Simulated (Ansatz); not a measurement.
# Te, omega (AlB2-type): geometry optimisation

These are results of DFT, BLYP, plane waves (420 eV) with PAW, scalar-relativistic (Ansatz), not measurements. The PAW files were generated under PBE, with cores re-solved for the functional.

k-point mesh 7×7×9, Fermi-Dirac smearing 0.1 eV, no spin polarisation. Cell and atoms relax.

Starting structure:

```xyz
3
Lattice="5.4621 0.0000 0.0000 -2.7310 4.7303 0.0000 0.0000 0.0000 3.3483" Properties=species:S:1:pos:R:3 pbc="T T T"
Te    0.0000    0.0000    0.0000
Te    0.0000    3.1535    1.6741
Te    2.7310    1.5768    1.6741
```

Question: What cell does the relaxation end in?

Answer: P6/mmm with a = 6.016 Å, c = 3.189 Å (c/a = 0.530); 33.32 Å³ per atom against 28.84 at the start (15.6 %).

Question: How much energy does the relaxation gain?

Answer: 82.1 meV per atom.

Path of the relaxation (the plane waves are chosen anew near the end, which can shift the energy a little):

```
step  E − E(final) (meV/atom)  V (Å³/atom)  P (GPa)  max force (eV/Å)
   0                    82.07       28.837     6.03             0.000
   1                    22.78       33.184    -0.72             0.000
   2                    20.67       32.661    -0.16             0.000
   3                    18.64       32.189     0.41             0.000
   4                    15.58       32.504     0.10             0.000
   5                     5.65       32.287     0.96             0.000
   6                     1.44       33.623    -0.38             0.000
   7                     0.89       33.301     0.06             0.000
   8                     0.86       33.325     0.00             0.000
   9                     0.00       33.325     0.03             0.000
```
